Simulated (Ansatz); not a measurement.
Ansatz (an electronic-structure program) input:

Ansatz 0.2 input:
```yaml
crystal:
  lattice:
    - [-2.1935421207, 2.1935421207, 5.2466921667]
    - [2.1935421207, -2.1935421207, 5.2466921667]
    - [2.1935421207, 2.1935421207, -5.2466921667]
  atoms:
    - { symbol: Si, position: [0.3890450396, 0.3890450396, 0.0] }
    - { symbol: Si, position: [0.6109549604, 0.6109549604, 0.0] }
    - { symbol: Ag, position: [0.75, 0.25, 0.5] }
    - { symbol: Ag, position: [0.25, 0.75, 0.5] }
    - { symbol: Sr, position: [0.0, 0.0, 0.0] }
kpoints:
  mp_grid: { grid: [13, 13, 13] }
hamiltonian:
  xc: r2scan
  pseudopotentials: { kind: paw }
scf:
  occupations: { method: gaussian, width: 0.05 }
checkpoint: { read: metal.run }
output: { write_density: true, elf: true, volumetric_format: npy }
basis: { fft_grid_basis: typed }
```

Output (shortened):

```
Pseudopotentials: kind: paw
Pseudopotential: Si, paw, valence charge 4
Pseudopotential: Ag, paw, valence charge 19
Pseudopotential: Sr, paw, valence charge 10
Functional definition: r2SCAN
Crystal: 5 atoms, lattice volume = 100.981 Å³
Basis set: ecut = 500 eV, 2515 PW (Γ), exchange–correlation on 180×180×180 points (64 copies of the dense FFT grid, shifted against one another)
Bands: 34, of which v1, the nominal top of the filled ones, is band 28 counted from 1 (27 counted from 0)
Symmetry: 16 space group operations
Space group: I4/mmm (ITA 139), of the structure as read, at distance tolerance 4.7e-5 Å
k-points: 196 of 2197
PAW frozen core: Si, regenerated for the run's functional
PAW frozen core: Ag, regenerated for the run's functional
PAW frozen core: Sr, regenerated for the run's functional
Initial density: read from a saved state, or passed on in memory by an earlier SCF of this step, an earlier step, the calling program or the single point that …
Stability of the state it starts from, as read at its close in the unpolarized treatment …
Initial wavefunctions: pseudopotential atomic-orbital guess
Eigensolver: davidson
Functional: x = r2scan, c = r2scan; τ floored in thin density (d = 2e-4 eV/Å³)
iter 1 solved again at ethr=1.02e-6 eV; its pass at ethr=3.10e-3 eV (dr2=5.72e-4 eV) is discarded
SCF iter   1: F=—  HF=-20042.690939 eV  |F-HF|=—  |Δ(HF+E_count)|=         —  Δρ=2.35e-6  dr2=2.25e-9  dr2_τ=3.84e-9  ethr=1.02e-6  ⟨swp⟩=3.3  Hψ=49635  notcnv=0
all-band conjugate gradients solve this SCF's bands
preconditioner: auto → Kerker (q_TF=auto, 2.473 Å⁻¹)
SCF iter   2: F=—  HF=-20042.690906 eV  |F-HF|=—  |Δ(HF+E_count)|=   3.27e-5  Δρ=1.07e-6  dr2=4.03e-10  dr2_τ=3.99e-9  ethr=4.01e-12  ⟨swp⟩=8.9  Hψ=34867  notcnv=0
SCF iter   3: F=-20042.690906 eV  HF=-20042.690906 eV  |F-HF|=3.64e-11  |Δ(HF+E_count)|=    0.00e0  Δρ=7.28e-7  dr2=1.87e-10  dr2_τ=3.88e-10  ethr=1.00e-12  ⟨swp⟩=1.0  Hψ=14163  notcnv=0
SCF 1 converged in 3 iterations: F = -20042.690906 eV  dr2 = 1.87e-10
SCF converged after 3 iterations
Free energy (F): -20042.690906 eV
Harris-Foulkes:  -20042.690906 eV  (|F-HF|=3.64e-11)
Internal energy: -20042.688743 eV  (E = F + TS)
E sigma→0 (E₀):  -20042.689825 eV
Entropy (-TS):   -0.002163 eV (-0.433 meV/atom)
Fermi energy:    11.430833 eV
--- Per-component energies (eV) ---
  E_band       = -768.429245
  E_kinetic    = 1380.966328
  E_local      = -7332.623407  (includes V_loc(G=0)·N_el)
  E_nonlocal   = 409.264450
  E_hartree    = 3211.618929
  E_xc         = -624.879420
  E_vxc        = -806.201678  (∫ρ·V_xc dr)
  E_paw        = -11595.525395  (= ΣΔE_a)
  E_vpaw       = -895.021249  (= ΣTr[D̂ρ^β])
  E_aug_tail   = 0.000149  (compensation charges beyond the density's cutoff)
  E_vtau       = 51.948429  (kinetic-family band-sum trace: ∫τ·v_τ [+ j·A + Jᵃ·Aᵃ] dr)
  E_ewald      = -5490.192854
  E_core_change = -1.317524  (= ΣΔE_core)
  E_smearing   = -0.002163  (= −TS)
  E_closure    = 0.000000  (closes the sum)
  Σ components = -20042.690906   (vs F -20042.690906, Δ=0.00e0)
  [band-id]    e_kinetic+e_local+e_nonlocal+2·e_hartree+e_vxc+e_vpaw+e_augmentation_tail+e_vtau = -768.429120   (vs E_band -768.429245, Δ=1.26e-4)
--- Band table (eV; the first three rows and the last of 196) ---
  k-point 0: bands = ["-83.7347", "-83.7305", "-46.3403", "-46.3358", "-46.3358", "-46.3335", "-46.3006", "-46.3006", "-24.8024", "-6.3157", "-6.2214", "-6.2214", "0.9460", "3.6343", "4.9598", "5.3762", "5.4709", "5.4709", "6.4514", "6.4514", "6.6296", "6.9048", "7.4819", "7.4920", "7.6733", "10.4939", "10.4939", "11.8632", "11.8632", "12.3143", "14.5368", "15.3146", "15.7919", "15.8382"]
  k-point 1: bands = ["-83.7346", "-83.7307", "-46.3401", "-46.3360", "-46.3337", "-46.3336", "-46.3028", "-46.3004", "-24.8019", "-6.3143", "-6.2306", "-6.2267", "1.0267", "3.6588", "5.0253", "5.3631", "5.4960", "5.5161", "6.3277", "6.4558", "6.6104", "6.8644", "7.3630", "7.5976", "7.6492", "10.2790", "10.4863", "11.2879", "11.5274", "13.0468", "15.0171", "15.5184", "15.6995", "16.1959"]
  k-point 2: bands = ["-83.7342", "-83.7310", "-46.3395", "-46.3366", "-46.3342", "-46.3275", "-46.3090", "-46.3000", "-24.8006", "-6.3104", "-6.2540", "-6.2414", "1.2437", "3.7246", "5.1531", "5.3392", "5.6253", "5.6459", "6.1023", "6.4598", "6.5537", "6.7566", "7.0167", "7.5618", "7.7906", "9.8879", "10.4547", "10.6703", "10.9685", "14.1221", "15.6168", "15.6539", "16.1643", "16.4763"]
  k-point 195: bands = ["-83.7346", "-83.7306", "-46.3402", "-46.3353", "-46.3353", "-46.3336", "-46.3011", "-46.3011", "-24.8018", "-6.3387", "-6.2280", "-6.2189", "1.7008", "2.6897", "5.0595", "5.3944", "5.4864", "5.4996", "5.9524", "6.3779", "6.3885", "6.4835", "6.8851", "7.4296", "9.5792", "9.9463", "11.2564", "12.4521", "13.8004", "14.3353", "14.3681", "14.6138", "15.3697", "15.4771"]
  band table: 34 of 34 bands, residual norms ≤ 1.0e-3 eV
```

Cost: around 50 core-seconds (rough) on shared cores.

The workflow started from an entry of the Crystallography Open Database (COD). Whether it is the stable phase at ambient conditions was not checked. The cell was relaxed with r²SCAN under the symmetry of its start; its stability against distortions is not shown here. The run is not spin-polarised. Scalar-relativistic: spin–orbit coupling is off unless named, which matters more the heavier the elements.

Potentials: the later of the program's two PAW sets.

Ansatz is a plane-wave DFT program.
